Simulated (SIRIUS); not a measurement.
**Worked estimates from a calculation on TiO₂ (I4_1/amd, 6 atoms in the cell; from Materials Project mp-390)**

```xyz
6
Lattice="-1.8913 1.8913 4.8075 1.8913 -1.8913 4.8075 1.8913 1.8913 -4.8075" Properties=species:S:1:pos:R:3 pbc="T T T"
Ti     0.0000     0.0000     0.0000
Ti     0.0000     1.8913     2.4038
O      0.0000     1.8913     4.3955
O      0.0000     0.0000     1.9918
O      0.0000     0.0000     7.6233
O      0.0000     1.8913     0.4120
```

Level of theory: LDA (PW92), GBRV LDA ultrasoft pseudopotentials (plane waves; SIRIUS 7.12.0).

Main settings: parameters.ngridk = 8 8 8; parameters.xc_functionals = [XC_LDA_X, XC_LDA_C_PW]; parameters.gk_cutoff = 6.325 1/bohr; parameters.pw_cutoff = 14.143 1/bohr; parameters.smearing = gaussian; parameters.smearing_width = 0.000734986 Ha; potentials = GBRV LDA ultrasoft pseudopotentials; parameters.electronic_structure_method = pseudopotential.

The structure comes from a collection of computed structures, made at another level of theory; the collection holds predicted forms beside known ones.

The cell holds 464.2 bohr³ and the plane-wave cutoff is 40.0 Ry.

**Question.** How many plane waves does a k-point need, and how does the count grow with the cutoff?

**Answer.** In Rydberg units |k + G|² ≤ E, a sphere of radius √40.0 = 6.325 bohr⁻¹. Each G takes (2π)³/V of reciprocal space, so N = V E^(3/2)/(6π²) = 464.2 × 253.0/59.218 = 1983. The program's largest count at a k-point is 2012; single k-points scatter about the estimate. The count grows as E^(3/2): 20 % more cutoff means 31 % more plane waves.

The cell was also run at V = 68.096 Å³ (F = -5013.10068 eV, P = -5.62 GPa) and V = 69.472 Å³ (F = -5013.03513 eV, P = -9.69 GPa), scaled uniformly; the base has V = 68.784 Å³, P = -7.71 GPa and F₀ = -5013.07228 eV.

**Question.** Check the pressure against the energies, and estimate the bulk modulus and the volume of zero pressure.

**Answer.** P = −dF/dV ≈ −(0.06555 eV)/(1.376 Å³) = -0.04764 eV/Å³; times 160.218 GPa per eV/Å³ this is -7.63 GPa, against -7.71 GPa from the stress tensor. B = −V dP/dV ≈ −68.784 × (-4.07 GPa)/(1.376 Å³) = 203 GPa at this volume. The curvature of the energies, B = V (F₊ + F₋ − 2F₀)/(ΔV/2)², gives 204 GPa. To first order the pressure vanishes at V0 ≈ V(1 + P/B) = 66.18 Å³, so all lengths change by about -1.28 %. Shape and fractional positions were held, which usually makes B too large where they are free.
